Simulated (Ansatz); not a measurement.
# Trigonal deformation path in KTaO3

Computed with DFT r2SCAN, scalar-relativistic, plane waves, PAW (Ansatz 0.2.0). Cutoff 500 eV, Γ-centred 6×6×6 k-points, Gaussian smearing of 0.05 eV. Spin–orbit coupling is left out, which matters for the heavy elements here. No spin polarisation. Energies are free energies at this smearing, counted from the undisturbed cell; pressure is positive in compression.

The starting cell (as given, not relaxed at this level; it stands at 0.3 GPa):

```xyz
5
Lattice="3.9883 0.0000 0.0000 0.0000 3.9883 0.0000 0.0000 0.0000 3.9883" Properties=species:S:1:pos:R:3 pbc="T T T"
K     1.9942    1.9942    1.9942
Ta    0.0000    0.0000    0.0000
O     1.9942    0.0000    0.0000
O     0.0000    1.9942    0.0000
O     0.0000    0.0000    1.9942
```

At fixed volume and fractional coordinates, lengths along (0.577, 0.577, 0.577) are scaled against those across it; ρ is that ratio over its starting value.

| ρ | ΔE (meV/atom) | pressure (GPa) | gap on the mesh (eV) |
| --- | --- | --- | --- |
| 0.500 | 2561.4 | 5.1 | 0.00 |
| 0.600 | 1433.1 | -0.7 | 0.00 |
| 0.710 | 657.7 | -0.9 | 0.59 |
| 0.850 | 149.7 | -0.1 | 1.88 |
| 0.930 | 29.9 | 0.2 | 2.37 |
| 1.000 | 0.0 | 0.3 | 2.63 |
| 1.080 | 33.9 | 0.2 | 2.45 |
| 1.200 | 192.4 | -0.1 | 1.96 |
| 1.410 | 707.6 | -0.1 | 0.75 |
| 1.700 | 1746.9 | 3.6 | 0.00 |
| 2.000 | 2819.4 | 10.7 | 0.00 |

Where the gap reads zero the k-mesh, chosen for the insulator, is on the coarse side.

Symmetry holds off the tilts and polar distortions that many cubic perovskites undergo.